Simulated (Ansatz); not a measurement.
Values for one crystal, relaxed and computed with LDA (plane waves, PAW; program Ansatz); other levels are named.

| Item | Value |
|---|---|
| Volume per atom | 30.71 Å³ |
| Electronic character | metallic (no gap) |
| Pressure derivative B′ | 4.7 |
| Bulk modulus (Birch–Murnaghan fit) | 61.6 GPa |
| Density of states at the Fermi level | 0.56 states/eV per atom (mean over ±0.08 eV) |

Task: Which compound is it?
A) B, Cmce (B on 8f)
B) Te, Pm-3m (Te on 1b)
C) Sb, simple cubic
D) Ge, diamond

Result: B, Te, Pm-3m (Te on 1b)

The start of the workflow was typed in or built on a structure type; neither database checked (COD, Materials Project) lists it. It is not the phase usual at ambient conditions (space group No. 152). Symmetry was held in the LDA relaxation; whether a distortion lowers the energy is not shown. Spin–orbit coupling is left out wherever it is not named.

Potentials: the earlier of the program's two PAW sets.
